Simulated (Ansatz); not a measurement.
Computed with DFT PBE, scalar-relativistic, plane waves, PAW (Ansatz 0.2.0). All cells share a 420 eV cutoff and Γ-centred k meshes spaced about 0.3 Å⁻¹ or finer (0.25 for metals, 2π included). No spin polarisation.

A search over trial structures of Nb3C5 gave this relaxed cell.

Space group Pmmm (No. 47). a = 3.021 Å, b = 3.116 Å, c = 9.141 Å, α = 90.00°, β = 90.00°, γ = 90.00°
```csv
atom,site,symmetry,x,y,z
Nb,2r,mm2,0.0000,0.5000,0.7285
Nb,1a,mmm,0.0000,0.0000,0.0000
C,2s,mm2,0.5000,0.0000,0.6470
C,2t,mm2,0.5000,0.5000,0.0847
C,1d,mmm,0.5000,0.0000,0.5000
```

Task: Is it a true minimum?

Result: As far as tested, yes. The phonons on a 2×2×1 q mesh of the computed 8-atom cell show no imaginary mode. (Phonon run: 10×10×4 k mesh, Gaussian smearing of 0.10 eV.) After random moves of the atoms it relaxes back. The optical modes at Γ run from 108 to 1633 cm⁻¹. Nb on a site of symmetry mm2 has 6 C at 2.28–2.29 Å, 4 Nb at 2.93–3.02 Å and 4 C at 3.01 Å; around Nb on a site of symmetry mmm lie 8 C at 2.30 Å and 6 Nb at 2.93–3.02 Å; C on a site of symmetry mm2 is surrounded by 1 C at 1.34 Å and 4 Nb at 2.29 Å; around C on a second site of symmetry mm2 lie 1 C at 1.55 Å and 6 Nb at 2.28–2.30 Å; 1 more site not described. The phonon run warned that its eigensolver hadn't fully converged.

Phonons of metals hang on the k mesh and the smearing.
